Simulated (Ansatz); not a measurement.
**Clamped-ion strain scan in LiMg**

Computed with DFT r2SCAN, scalar-relativistic, plane waves, PAW (Ansatz). The runs took a 500 eV cutoff, a Γ-centred 14×14×14 mesh and Gaussian smearing (0.15 eV). No spin polarisation. Energies are free energies at this smearing, counted from the undisturbed cell; pressure is positive in compression.

Reference structure (as given, not relaxed at this level; it stands at 0.4 GPa, and it needn't be the usual structure):

```yaml
crystal:
  lattice:
    - [3.41533, 0.00000, 0.00000]
    - [0.00000, 3.41533, 0.00000]
    - [0.00000, 0.00000, 3.41533]
  atoms:
    - { symbol: Li, position: [0.00000, 0.00000, 0.00000] }
    - { symbol: Mg, position: [0.50000, 0.50000, 0.50000] }
```

The cell is strained by ε times the Voigt pattern (0, 0, 1, 0, 0, 0) (xx, yy, zz, yz, xz, xy; engineering shear) with fractional coordinates fixed. The cell is metallic on the mesh throughout.

```tsv
ε	ΔE (meV/atom)
-0.1500	96.9
-0.1125	50.6
-0.0750	21.5
0.0000	0.0
0.0375	1.6
0.1125	18.8
0.1500	31.2
```

Predict the stress summed along the pattern (GPa, tension positive) at each point.

```csv
ε,"stress summed along the pattern (GPa, tension positive)"
-0.1500,-12.22
-0.1125,-7.89
-0.0750,-4.71
0.0000,-0.38
0.0375,1.02
0.1125,2.45
0.1500,2.85
```